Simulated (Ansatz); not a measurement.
Calculation log, YS (Fm-3m) (bands and slopes on a fine k mesh)

Computed with PBEsol, all-electron LAPW in Ansatz 0.2.0, with spin-orbit coupling; not a measurement.

The cell comes from a PAW relaxation under the same functional.

Command line:

```sh
ansatz run input.yaml --threads 1 --pin off --max-ram 3072MiB --backend cpu --events-out ev --progress --plain --runs-dir out
```

Input:

```yaml
crystal:
  lattice:
    - [0.0, 2.730333077, 2.730333077]
    - [2.730333077, 0.0, 2.730333077]
    - [2.730333077, 2.730333077, 0.0]
  atoms:
    - { symbol: "Y", position: [0.5, 0.5, 0.5] }
    - { symbol: S, position: [0.0, 0.0, 0.0] }
kpoints:
  mp_grid: { grid: [12, 12, 12] }
scf:
  occupations: { method: fermi_dirac, width: 0.1 }
hamiltonian:
  xc: pbesol
  pseudopotentials: { kind: all_electron, lapw: { basis_error: 0.001 } }
magnetization:
  noncollinear: true
  spin_orbit: true
output:
  forces: true
  stress: true
  eigenvalues: true
  eigenstates:
    nscf_kmesh: { grid: [14, 14, 14] }
    de_dk: true
    e_range: [-14, 14]
checkpoint:
  write: ck
  write_wavefunctions: false
```

Output (shortened where marked):

```
Warning: RAYON_NUM_THREADS=1 ignored (pool sized by the plan → 1); use --threads N
LAPW: plane waves up to 7.140 Å⁻¹, error target 1.0e-3 eV per atom; Dirac's equation on spinors; S in spheres of 1.245 Å, 14 of its electrons in bands; Y in spheres of 1.485 Å, 27 of its electrons in bands (how accurate: ...
Engine: ansatz 0.2.0, x86_64-unknown-linux-gnu
Pseudopotentials: kind: all_electron
Pseudopotential: Y, LAPW, valence charge 27, lapw/all_electron/dirac/gaussian/Y, Dirac's equation, gaussian nucleus
Pseudopotential: S, LAPW, valence charge 14, lapw/all_electron/dirac/gaussian/S, Dirac's equation, gaussian nucleus
Functional definition: PBEsol
  exchange = pbesol_x
  correlation = pbesol_c
non-collinear run that drives no moment, with spin-orbit: no starting moment large enough to seed its density (crystal.atoms[].spin), no starting occupations that ask for one, no magnetisation constraint and no magnetic field, so ...
Crystal: 2 atoms, lattice volume = 40.708 Å³
Basis set: ecut = 194.25154832073179 eV, 259 PW (Γ), exchange–correlation at level 2
Bands: 50, of which v1, the nominal top of the filled ones, is band 41 counted from 1 (40 counted from 0)
Symmetry: 48 space group operations + 48 with time reversal
Magnetic group: BNS 225.117 (UNI 1619), of the structure as read, at distance tolerance 3.4e-5 Å
k-points: 72 of 1728
Non-local potential: Y, projectors of the file, none
Non-local potential: S, projectors of the file, none
Initial density: superposition of atomic densities (chi_scale 0.1, normalization cell, long waves kept (reshape's long-wave potential 0.00 eV rms))
Initial wavefunctions: plane waves of lowest kinetic energy (no species holds an atomic orbital)
Functional: x = pbesol(κ = 0.804, μ = 0.12345679012345678), c = pbesol(β = 0.046)
iter 1 solved again at ethr=1.26e-3 eV; its pass at ethr=1.00e-1 eV (dr2=5.18e-1 eV) is discarded
[... 14 lines left out ...]
SCF iter  10: F=—  HF=-102925.436053 eV  |F-HF|=—  |Δ(HF+E_count)|=  7.86e-10  Δρ=1.45e-6  dr2=5.20e-10  dr2_m=0.00e0 (ungated)  ethr=2.91e-11  |M|=0.00e0 ∫|m|=0.00e0 μB  β_m=0.95  ⟨swp⟩=2.0  Hψ=11820  notcnv=0
SCF iter  11: F=—  HF=-102925.436053 eV  |F-HF|=—  |Δ(HF+E_count)|=  8.29e-10  Δρ=4.96e-7  dr2=1.38e-10  dr2_m=0.00e0 (ungated)  ethr=1.05e-11 (applied; sched 1.27e-12)  |M|=0.00e0 ∫|m|=0.00e0 μB  β_m=0.98  ⟨swp⟩=2.0  Hψ=11820  notcnv=0
SCF iter  12: F=-102925.436053 eV  HF=-102925.436053 eV  |F-HF|=8.73e-11  |Δ(HF+E_count)|=  1.89e-10  Δρ=1.35e-7  dr2=6.40e-12  dr2_m=0.00e0 (ungated)  ethr=1.05e-11 (applied; sched 1.00e-12)  |M|=0.00e0 ∫|m|=0.00e0 μB  ⟨swp⟩=2.0 ...
SCF 1 converged in 12 iterations: F = -102925.436053 eV  dr2 = 6.40e-12
NSCF: frozen V_eff on 104 k-points
SCF converged after 12 iterations
Magnetization: |M| = 0.0000 μB,  M = (+0.0000, +0.0000, +0.0000) μB
Absolute magnetization: 0.0000 μB (∫|m|)
  site 0: m = (+0.0000, +0.0000, +0.0000) μB, |m| = 0.0000 μB  (R = 1.49 Å)
  site 1: m = (+0.0000, +0.0000, +0.0000) μB, |m| = 0.0000 μB  (R = 1.24 Å)
Free energy (F): -102925.436053 eV
Harris-Foulkes:  -102925.436053 eV  (|F-HF|=8.73e-11)
Internal energy: -102925.410237 eV  (E = F + TS)
E sigma→0 (E₀):  -102925.423145 eV
Entropy (-TS):   -0.025816 eV (-12.908 meV/atom)
Fermi energy:    14.104147 eV
--- Per-component energies (eV) ---
  E_band       = -4182.151850
  E_kinetic    = 105880.298080
  E_xc         = -3614.945177
  E_electrostatic = -205190.763141  (all electrons and nuclei)
  E_smearing   = -0.025816  (= −TS)
  E_closure    = 0.000000  (closes the sum)
  Σ components = -102925.436053   (vs F -102925.436053, Δ=0.00e0)
  Basis errors (estimates in eV, not in F): energy 3.0e-4 per atom: plane waves 2.6e-4 (1.5e-4 summed), levels above the bands 4.2e-47, relativity 3.4e-8, radial functions 4.1e-5, core shells 3.9e-7; eigenvalues (radial functions ...
--- Forces (eV/Å), atoms counted from 1 ---
  atom   1  Y     -0.00000000     0.00000000     0.00000000
  atom   2  S     -0.00000000    -0.00000000     0.00000000
  max |Σ_I F_I| component: 3.48e-30 eV/Å
--- Stress (GPa, compression-positive) ---
       -0.035415      -0.000000       0.000000
       -0.000000      -0.035415      -0.000000
        0.000000      -0.000000      -0.035415
  P = ⅓ Tr σ = -0.0354 GPa (-0.354 kbar)
--- Fermi surface from the table of eigenstates, both spin states counted (twice the sheets' area in a run without spin) ---
  How far the three rows differ hints at the mesh's error and does not bound it.
  reading                E - E_F (eV)   area (Å⁻²)  resistivity times mean free path along x, y, z (Ω·m²), under one mean free path over the surface
  by tetrahedra                0.0216       31.364  9.7472e-16  9.7472e-16  9.7472e-16
  by the states' slopes       -0.0040       29.008  1.0539e-15  1.0539e-15  1.0539e-15
  on every second point        0.0372       31.284  9.7721e-16  9.7721e-16  9.7721e-16
```

The run converged.

Head of eigenstates.tsv:

```
# spin	ik	k_frac_1	k_frac_2	k_frac_3	k_cart_x_inv_ang	k_cart_y_inv_ang	k_cart_z_inv_ang	n_plane_waves	band	set	set_size	e_ev	residual_ev	de_dk_x_ev_times_ang	de_dk_y_ev_t
# format = ansatz-eigenstates/6
# source = nscf_kmesh_points
# nscf_kmesh_grid = 14 14 14
# nscf_kmesh_shift = 0 0 0
# n_kpoints = 104
# n_rows = 1694
# fermi_ev = 1.4104147310537618e1
# fermi_mp_grid = 12 12 12
# fermi_mp_shift = 0 0 0
# fermi_n_kpoints = 72
# fermi_n_bands = 60
# fermi_largest_filled_residual_ev = 6.301204661894803e-7
# n_electrons = 4.1e1
# occupation_method = fermi_dirac
# smearing_width_ev = 1e-1
# xc_rung = gga
# e_minus_fermi_range_ev = -1.4e1 1.4e1
# overlap = augmented
# smooth_dims = 18 18 18
# scf_smooth_dims = 18 18 18
# fft_grid_basis = 1 0 0 0 1 0 0 0 1
# n_bands_solved = 57
# n_bands_printed_max = 50
# set_resolution_ev = 1.3809506246604635e-5
# degenerate_levels = group_imposed
```

### Rigid-band curves

Fermi surface of a crystal from Kohn-Sham levels and slopes on the fine mesh, each state quadratic over its cell; bands counted from the lowest that crosses; Cartesian axes as in the input; states and squared plasma energy if the Fermi level is shifted in rigid bands.

| Item | Value |
| --- | --- |
| Fine mesh | 14, 14, 14 |

| level shift (eV) | density of states (states/eV/cell) | plasma squared x (eV²) |
| --- | --- | --- |
| -1.4 | 0.3335 | 14.34 |
| -1.2 | 0.3919 | 18.64 |
| -1 | 0.4614 | 23.79 |
| -0.8 | 0.5284 | 29.51 |
| -0.6 | 0.5942 | 35.57 |
| -0.4 | 0.6643 | 41.23 |
| -0.2 | 0.7623 | 45.51 |
| 0 | 0.9137 | 49.32 |
| 0.2 | 0.9249 | 52.26 |
| 0.4 | 0.9305 | 53.63 |
| 0.6 | 0.9528 | 53.45 |
| 0.8 | 1.157 | 54.24 |
| 1 | 1.292 | 54.93 |
| 1.2 | 1.397 | 58.31 |
| 1.4 | 1.541 | 63.87 |

Nesting function:

Sum over k of delta(e_k) delta(e_k+q), deltas as Gaussians of 0.1 to 0.2 eV, averaged over mesh cells, over its zone mean.

```json
{
 "Fine mesh": "14, 14, 14"
}
```

| line | part | nesting |
| --- | --- | --- |
| Gamma-X | 0.143 | 2.729 |
| Gamma-X | 0.286 | 1.7 |
| Gamma-X | 0.429 | 1.179 |
| Gamma-X | 0.571 | 0.8266 |
| Gamma-X | 0.714 | 0.7178 |
| Gamma-X | 0.857 | 0.664 |
| Gamma-X | 1 | 0.7658 |
| Gamma-L | 0.143 | 2.755 |
| Gamma-L | 0.286 | 1.639 |
| Gamma-L | 0.429 | 1.318 |
| Gamma-L | 0.571 | 1.13 |
| Gamma-L | 0.714 | 0.9687 |
| Gamma-L | 0.857 | 0.9356 |
| Gamma-L | 1 | 0.9075 |

**Fermi surface**

```json
{
  "Fine mesh": "14, 14, 14",
  "Density of states at fermi level": "0.4581 states/eV/atom",
  "Sommerfeld coefficient": "1.08 mJ/(mol-atom K²)",
  "Plasma energy (x, y, z)": "7.024, 7.024, 7.024 eV",
  "Fermi speed weighted by states": "0.8245 ×10⁶ m/s",
  "Fermi surface area mean of spins": "15.15 Å⁻²",
  "By tetrahedra resistivity times free path": "9.747, 9.747, 9.747 ×10⁻¹⁶ Ω·m²",
  "Conductivity over time (x, y, z)": "10.08, 10.08, 10.08 ×10²⁰ Ω⁻¹m⁻¹s⁻¹"
}
```

| band | filled part | states (states/eV/cell) | speed (×10⁶ m/s) | area (Å⁻²) |
| --- | --- | --- | --- | --- |
| 1 | 0.49 | 0.3951 | 0.9049 | 14.34 |
| 2 | 0.49 | 0.3951 | 0.9049 | 14.34 |
| 3 | 0.01 | 0.04294 | 0.3088 | 0.5319 |
| 4 | 0.01 | 0.04294 | 0.3088 | 0.5319 |
| 5 | 0 | 0.02008 | 0.3452 | 0.2781 |
| 6 | 0 | 0.02008 | 0.3452 | 0.2781 |

Caveats: these sums move with the mesh, by several per cent and more for small sheets.

Time and hardware: 2.5 min on 1 thread of Intel(R) Xeon(R) Platinum 8488C (Sapphire Rapids) (shared host), peak memory 0.6 GiB.
